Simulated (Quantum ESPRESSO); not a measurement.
# Kohn-Sham bands of InAgTe2 (P-4m2)

```
CELL_PARAMETERS angstrom
      4.56312     0.00000     0.00000
      0.00000     4.56312     0.00000
      0.00000     0.00000     6.53947
ATOMIC_POSITIONS crystal
  In 0.50000 0.50000 0.50000
  Ag 0.00000 0.00000 0.00000
  Te 0.00000 0.50000 0.24329
  Te 0.50000 0.00000 0.75671
```

Cell from Materials Project (mp-1223798), symmetrised, no further relaxation. Not found in the COD (Crystallography Open Database) copy used, which has the formula in other groups; not checked further. Method: PBEsol plane waves in Quantum ESPRESSO 7.5 (PseudoDojo norm-conserving files, 66 Ry, spinors with spin-orbit coupling), Bloch states on a 4×4×4 mesh through Γ, Wannier90 4.0.1. Density: 8×8×6 mesh, cold smearing 0.01 Ry. With spin-orbit coupling a semilocal functional can close or falsely invert a small gap; the band order was not checked against a better method. The gap is small at this level and was sampled on the meshes and a path alone.

Task: List the Kohn-Sham levels between −8 and 3.1 eV relative to the valence-band maximum at the high-symmetry points, as a band run of pw.x on that density gives them (levels within 2 meV counted together).

Result: 
```csv
point,k (reciprocal lattice),levels (eV)
Γ,0.000 0.000 0.000,"-5.58 (×2), -4.55 (×2), -4.47 (×2), -4.28 (×2), -3.69 (×2), -3.67 (×2), -2.73 (×2), -2.50 (×2), -0.63 (×2), -0.32 (×2), 0.00 (×2), 0.08 (×2), 1.61 (×2), 2.46 (×2)"
X,0.000 0.500 0.000,"-5.89 (×2), -4.67 (×2), -4.40 (×2), -4.06 (×2), -3.79 (×2), -3.56 (×2), -3.38 (×2), -2.97 (×2), -2.20 (×2), -1.78 (×2), -0.57 (×2), 1.24 (×2)"
M,0.500 0.500 0.000,"-6.43 (×2), -4.39 (×2), -4.36 (×2), -4.19 (×2), -3.85 (×2), -3.77 (×2), -3.38 (×2), -3.15 (×2), -2.33 (×2), -2.31 (×2), -1.64 (×2), 1.22 (×2), 1.81 (×2), 1.86 (×2), 2.86 (×2)"
Z,0.000 0.000 0.500,"-5.46 (×2), -4.60 (×2), -4.49 (×2), -4.12 (×2), -3.77 (×2), -2.85 (×2), -2.76 (×2), -2.14 (×2), -2.08 (×2), -0.95 (×2), -0.86 (×2), 1.32 (×2), 1.67 (×2)"
R,0.000 0.500 0.500,"-6.03 (×2), -4.61 (×2), -4.51 (×2), -4.28 (×2), -4.10 (×2), -3.88 (×2), -3.62 (×2), -1.92 (×2), -1.43 (×2), -0.87 (×2), -0.43 (×2), 0.09 (×2), 2.01 (×2)"
A,0.500 0.500 0.500,"-6.24 (×2), -4.63 (×2), -4.31 (×2), -4.22 (×2), -4.01 (×2), -3.78 (×2), -3.30 (×2), -2.79 (×2), -2.72 (×2), -2.68 (×2), -2.23 (×2), 2.21 (×2)"
```
